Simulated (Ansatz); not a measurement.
**Relaxing a structure of Mg$_{3}$Sb$_{2}$**

The start is a generated cell, Mg3Sb2 built in the AFLOW prototype A2B3_hR10_167_c_e (D5_1, as in Al2O3). A full variable-cell relaxation at zero pressure is run with r2SCAN (plane waves to 500 eV, PAW, scalar-relativistic; Ansatz, a program for electronic structure).

Ansatz input:
Ansatz 0.2 input:
```yaml
crystal:
  lattice:
    - [3.4639706, 1.9999244, 6.303451]
    - [-3.4639706, 1.9999244, 6.303451]
    - [0, -3.9998487, 6.303451]
  atoms:
    - { symbol: Sb, position: [0.35216, 0.35216, 0.35216] }
    - { symbol: Sb, position: [0.14784, 0.14784, 0.14784] }
    - { symbol: Sb, position: [0.64784, 0.64784, 0.64784] }
    - { symbol: Sb, position: [0.85216, 0.85216, 0.85216] }
    - { symbol: Mg, position: [0.5561, 0.9439, 0.25] }
    - { symbol: Mg, position: [0.25, 0.5561, 0.9439] }
    - { symbol: Mg, position: [0.9439, 0.25, 0.5561] }
    - { symbol: Mg, position: [0.4439, 0.0561, 0.75] }
    - { symbol: Mg, position: [0.75, 0.4439, 0.0561] }
    - { symbol: Mg, position: [0.0561, 0.75, 0.4439] }
basis: { ecutwfc: 500, ecutrho_ratio: 4, xc_grid: 4, fft_grid_basis: typed }
kpoints: { mp_grid: { grid: [8, 8, 8] } }
hamiltonian:
  xc: r2scan
  dispersion: none
  pseudopotentials: { kind: paw }
scf: { occupations: { method: fermi_dirac, width: 0.05 } }
relax: { f_tol: 0.01, max_steps: 100, cell: { stress_tol: 0.02 } }
output: { forces: true, stress: true }
```

Q: What pressure does the first self-consistent step give?

A: +5.7 GPa (positive: the cell is compressed).

Q: Which atoms feel the largest initial force, and how large is it?

A: 0.35 eV/Å, on Mg5, Mg6, Mg7, Mg8, Mg9, Mg10 (atoms numbered as listed).

Q: By how much does the energy per atom fall from start to end?

A: 0.12 eV/atom.

Q: How does the volume per atom move from start to end?

A: +5.1 %, from 26.20 to 27.54 Å³/atom.

Q: How do the shortest distances between atoms change?

A: The closest pairs of elements (up to four, under 3.6 Å), start → end: Mg–Sb 2.70 → 2.84 Å; Mg–Mg 3.67 → 3.38 Å.

Q: What band gap does the relaxed structure have at this level?

A: 0.39 eV, direct at Γ (no spin-orbit coupling).

Q: Write out the relaxed structure.

A: 
Space group R-3c, hexagonal axes (No. 167); a = 7.3612 Å, b = 7.3612 Å, c = 17.6087 Å, α = 90.00°, β = 90.00°, γ = 120.00°

```json
[
 {"atom": "Sb", "site": "12c", "symmetry": "3.", "x": "0.0000", "y": "0.0000", "z": "0.1248"},
 {"atom": "Mg", "site": "18e", "symmetry": ".2", "x": "0.2649", "y": "0.2649", "z": "0.7500"}
]
```
(The calculation used a cell of 10 atoms; values per cell refer to that cell.)

The space group stays R-3c (No. 167) (the run could not lower it); the end is anti-corundum type, with 10 atoms in the primitive cell. No spin polarisation in the result. Without spin-orbit coupling the bands of the heavy element are not split, so the gap can be far off.

The run could not lose the symmetry of its start: the end is stationary, and may be a saddle point rather than a minimum.

The relaxed structure here is a generated cell of Mg3Sb2: the first start was made by placing the elements on the sites of a structure type, and the end was not matched to a known phase here, so it may be hypothetical. Known forms of Mg3Sb2 include space group No. 164.
